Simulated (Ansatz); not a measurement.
An Ansatz input:

```yaml
crystal:
  lattice:
    - [14.0, 0.0, 0.0]
    - [0.0, 14.4, 0.0]
    - [0.0, 0.0, 14.8]
  atoms:
    - { symbol: Ba, position: [0.5, 0.5, 0.5], spin: 0.01 }
  symmetry: { detect: false, time_reversal: true }
hamiltonian:
  xc: pbesol
  pseudopotentials:
    kind: paw
    azcp:
      Ba: "pseudopotentials/Ba.paw.azcp"
basis:
  ecutwfc: 420
  fft_grid_basis: typed
kpoints:
  mp_grid: { grid: [1, 1, 1], shift: [0, 0, 0] }
magnetization:
  spin_polarized: true
scf:
  occupations: { method: fermi_dirac, width: 0.01 }
```

Output

```
Warning: the record states the generating functional pbe (its physics header spells it `PBE`), which answers neither for hamiltonian.xc's functional nor for the pbesol family's — results may be inconsistent (PPs are generated against a specific XC)
Engine: ansatz 0.2.0, aarch64-unknown-linux-gnu
Pseudopotentials: kind: paw
Pseudopotential: Ba, paw, valence charge 10, recommended cutoff 420 eV (normal) 
Functional definition: PBEsol
  exchange = pbesol_x
  correlation = pbesol_c
Crystal: 1 atoms, lattice volume = 2983.680 Å³
Basis set: ecut = 420 eV, 58327 PW (Γ)
Bands: 10, of which v1, the nominal top of the filled ones, is band 5 counted from 1 (4 counted from 0)
Symmetry: 1 space group operations
k-points: 1
Non-local potential: Ba, projectors of the file, l = 0: 3, l = 1: 2, l = 2: 2, l = 3: 2
PAW form: soft (Blöchl's): semilocal exchange-correlation on the pseudo side does not see the compensation charge
PAW frozen core: Ba, regenerated for the run's functional, and the local potential with it (the file was generated under x = pbe(κ = 0.804, μ = 0.2195149727645171), c = pbe(β = 0.06672455060314922))
PAW one-centre angular grid: Ba, 194 points (default); XC on 64 Gauss nodes
Initial density: superposition of atomic densities (neutral atoms: chi_scale 0, normalization atom)
Starting moments: Σ|m| = 0.01 μB on 1 of 1 site
Initial wavefunctions: pseudopotential atomic-orbital guess
Functional: x = pbesol(κ = 0.804, μ = 0.12345679012345678), c = pbesol(β = 0.046)
iter 1 solved again at ethr=1.18e-5 eV; its pass at ethr=3.10e-3 eV (dr2=1.18e-3 eV) is discarded
SCF iter   1: F=—  HF=-5860.484987 eV  |F-HF|=—  |Δ(HF+E_count)|=         —  Δρ=7.90e-5 (↑7.90e-5 ↓4.85e-5)  dr2=8.81e-4  dr2_m=1.46e-5  M=0.000 μB ∫|m|=0.000 μB  β_m=0.30  ethr=1.18e-5  ⟨swp⟩=3.0  Hψ=272  notcnv=0
spin=Collinear: Resta preconditioning applied to the charge; magnetization (m = ρ↑ − ρ↓) channel mixes plain (no charge-response kernel on spin).
SCF iter   2: F=—  HF=-5860.488612 eV  |F-HF|=—  |Δ(HF+E_count)|=   3.62e-3  Δρ=5.42e-5 (↑5.42e-5 ↓3.46e-5)  dr2=4.83e-4  dr2_m=7.28e-6  M=0.000 μB ∫|m|=0.000 μB  β_m=0.30  ethr=8.81e-6  ⟨swp⟩=3.0  Hψ=42  notcnv=0
SCF iter   3: F=—  HF=-5860.490069 eV  |F-HF|=—  |Δ(HF+E_count)|=   1.46e-3  Δρ=2.35e-5 (↑1.02e-5 ↓2.35e-5)  dr2=3.79e-5  dr2_m=3.63e-6  M=0.000 μB ∫|m|=0.000 μB  β_m=0.30  ethr=4.83e-6  ⟨swp⟩=3.0  Hψ=50  notcnv=0
SCF iter   4: F=—  HF=-5860.490041 eV  |F-HF|=—  |Δ(HF+E_count)|=   2.85e-5  Δρ=1.22e-5 (↑1.22e-5 ↓1.01e-5)  dr2=1.72e-5  dr2_m=1.81e-6  M=0.000 μB ∫|m|=0.000 μB  β_m=0.30  ethr=3.79e-7  ⟨swp⟩=2.0  Hψ=30  notcnv=0
SCF iter   5: F=—  HF=-5860.490069 eV  |F-HF|=—  |Δ(HF+E_count)|=   2.78e-5  Δρ=6.77e-6 (↑6.77e-6 ↓5.30e-6)  dr2=9.35e-7  dr2_m=9.02e-7  M=0.000 μB ∫|m|=0.000 μB  β_m=0.30  ethr=1.72e-7  ⟨swp⟩=2.0  Hψ=22  notcnv=0
SCF iter   6: F=—  HF=-5860.490069 eV  |F-HF|=—  |Δ(HF+E_count)|=   9.39e-7  Δρ=4.18e-6 (↑4.18e-6 ↓4.06e-6)  dr2=2.61e-7  dr2_m=4.50e-7  M=0.000 μB ∫|m|=0.000 μB  β_m=0.30  ethr=9.35e-9  ⟨swp⟩=3.0  Hψ=32  notcnv=0
Mixer restart at iter 6: flushing history
spin-set hold released at iteration 6 (site moments contracting): the magnetisation degrees of freedom join the quasi-Newton model from the next iteration; the mixer history was flushed
SCF iter   7: F=—  HF=-5860.490070 eV  |F-HF|=—  |Δ(HF+E_count)|=   4.79e-7  Δρ=2.93e-6 (↑2.93e-6 ↓2.87e-6)  dr2=1.54e-7  dr2_m=2.21e-7  M=0.000 μB ∫|m|=0.000 μB  β_m=0.65  ethr=1.00e-9  ⟨swp⟩=2.0  Hψ=30  notcnv=0
SCF iter   8: F=—  HF=-5860.490071 eV  |F-HF|=—  |Δ(HF+E_count)|=   6.20e-7  Δρ=1.48e-7 (↑1.48e-7 ↓1.14e-7)  dr2=4.97e-9  dr2_m=5.30e-11  M=0.000 μB ∫|m|=0.000 μB  β_m=0.82  ethr=1.00e-9  ⟨swp⟩=3.0  Hψ=40  notcnv=0
SCF iter   9: F=—  HF=-5860.490071 eV  |F-HF|=—  |Δ(HF+E_count)|=   1.02e-8  Δρ=3.67e-8 (↑3.67e-8 ↓2.87e-8)  dr2=3.44e-10  dr2_m=1.65e-11  M=0.000 μB ∫|m|=0.000 μB  β_m=0.91  ethr=4.97e-11  ⟨swp⟩=3.0  Hψ=39  notcnv=0
SCF iter  10: F=-5860.490071 eV  HF=-5860.490071 eV  |F-HF|=6.37e-12  |Δ(HF+E_count)|=  1.99e-10  Δρ=7.24e-9 (↑7.24e-9 ↓3.96e-9)  dr2=8.24e-12  dr2_m=2.50e-13  M=0.000 μB ∫|m|=0.000 μB  ethr=3.44e-12  ⟨swp⟩=2.0  Hψ=37  notcnv=0
SCF 1 converged in 10 iterations: F = -5860.490071 eV  dr2 = 8.24e-12
iteration 10: the least curvature of the free energy that was read at this close is 0.170 (0.239 in the run's own bands): not negative
WARN: the starting moments were not kept: the SCF closed with an absolute magnetisation of 2.6e-7 μB, where they sum to 0.01 μB in size (1 site). That is at most 0.1 of that sum. Measured as dr2_m measures the in/out step, that magnetisation stands 2.8e-15 eV from none, at or under the dr2_threshold of 1.0e-7 eV: it is no larger than a step whose dr2_m would equal this threshold. The system may hold no moment; this SCF shows only that its start led to no more than that. To try another start: raise the starting moments (crystal.atoms[].spin, magnetization.per_species, magnetization.initial_magnetization, or on a non-collinear deck that types none of these the spinor_matrix: blocks that start its atoms; where the total moment is fixed, keep their sum and leave initial_magnetization as it is; typed ones take the place of any that the run laid by itself, positive ones on a crystal's lanthanoids without a Hubbard term where scf.initial_density.shell_occupations: [] is typed) or, if the notice of its spin-set hold's release reads "site moments contracting" or "site moments show no strong build", lengthen the hold (scf.mixing.spin_hold: { on: { confirm: 4 } }; for m-r²SCAN on two components see the key's manual first). Each may lead to a state that holds a moment. A second SCF, from the converged charge density, with the starting moments and any scf.initial_density.shell_occupations laid on it anew, would have followed, and was not run: the deck does not ask for one (magnetization.retry_lost_moments is false, the default). To let it run, set magnetization.retry_lost_moments: true and run the deck again, where that key's refused combinations let it; where memory then withholds it, that run's warning says so.
SCF converged after 10 iterations
Magnetization: 0.0000 μB (5.0000 up, 5.0000 down)
Absolute magnetization: 0.0000 μB (∫|ρ↑−ρ↓|, with the PAW one-centre terms)
Spin contamination: 0.0000 ħ² per cell (⟨S²⟩ above its minimum at these occupations)
Per-site moments (μB) at R_I (Å): [(1.8895574049132037e-9, 5.775)]
Free energy (F): -5860.490071 eV
Harris-Foulkes:  -5860.490071 eV  (|F-HF|=6.37e-12)
Internal energy: -5860.490071 eV  (E = F + TS)
E sigma→0 (E₀):  -5860.490071 eV
Fermi energy:    -2.418045 eV
--- Per-component energies (eV) ---
  E_band       = -184.007173
  E_kinetic    = 161.467971
  E_local      = -1035.423248  (includes V_loc(G=0)·N_el)
  E_nonlocal   = 58.482685
  E_hartree    = 398.240382
  E_xc         = -161.171371
  E_vxc        = -128.002515  (∫ρ·V_xc dr)
  E_paw        = -5140.451341  (= ΣΔE_a)
  E_vpaw       = -37.012850  (= ΣTr[D̂ρ^β])
  E_aug_tail   = -0.000002  (compensation charges beyond the density's cutoff)
  E_ewald      = -141.786580
  E_core_change = 0.151433  (= ΣΔE_core)
  E_smearing   = -0.000000  (= −TS)
  E_closure    = -0.000000  (closes the sum)
  Σ components = -5860.490071   (vs F -5860.490071, Δ=0.00e0)
--- Band table (eV) ---
  k-point 0 ↑: bands = ["-33.4649", "-18.5071", "-18.5071", "-18.5070", "-3.0175", "-1.8034", "-1.8032", "-1.8021", "-1.8019", "-1.8019"]
  k-point 0 ↓: bands = ["-33.4649", "-18.5071", "-18.5071", "-18.5070", "-3.0175", "-1.8034", "-1.8032", "-1.8021", "-1.8019", "-1.8019"]
```

Command:

```sh
ansatz run input.yaml --threads 4 --pin off --max-ram 8192MiB --backend cpu --events-out ev --progress --plain --runs-dir out
```

On 4 threads of Arm Neoverse V2 (shared host) this took about 19 s of wall time and 70 s of CPU time, with 1.5 GiB at the peak.
